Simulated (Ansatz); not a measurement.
Si:
Space group P6₃/mmc (No. 194); a = b = 3.8252 Å, c = 6.3235 Å, α = β = 90.00°, γ = 120.00°

```tsv
atom	site	symmetry	x	y	z
Si	4f	3m.	0.3333	0.6667	0.0630
```

Relaxed with PBEsol. The program Ansatz at the PBEsol level (PAW) gives a gap of 0.30 eV.

What gap does HSE06 give on the same cell (Ansatz, PAW)?

0.96 eV, 0.66 eV more. The hybrid was solved on a coarser mesh and at special points; its gap is the smallest among all of these.

```csv
k,v1 PBEsol,c1 PBEsol,v1 HSE06,c1 HSE06
Γ,0.00,0.97,0.00,1.70
A,-0.94,1.75,?,?
K,-3.39,0.69,?,?
H,-2.01,1.48,?,?
M,-1.45,0.30,-1.59,0.96
L,-2.45,0.82,?,?
```

Top valence (v1) and lowest conduction level (c1) in eV from each method's valence maximum (which need not be a listed point): supply the withheld HSE06 values.


- H, v1 HSE06: -2.19
- H, c1 HSE06: 2.22
- A, v1 HSE06: -1.01
- A, c1 HSE06: 2.53
- L, v1 HSE06: -2.67
- L, c1 HSE06: 1.51
- K, v1 HSE06: -3.66
- K, c1 HSE06: 1.36

Cost on shared cores: the PBEsol run (SCF on a 8×8×5 mesh, then bands and DOS) about 6 core-seconds (a rough figure), the HSE06 run (SCF on 6×6×4, then a few points) around 40 core-seconds (rough); the tasks are unlike.

Space group P6_3/mmc. The first step of the workflow began from a Materials Project structure, measured or hypothetical; the Crystallography Open Database copy checked does not list it. It is not the phase usual at ambient conditions (space group No. 227). Symmetry was held in the PBEsol relaxation; its stability against distortions is not shown here.

Potentials: the earlier of the program's two PAW sets.
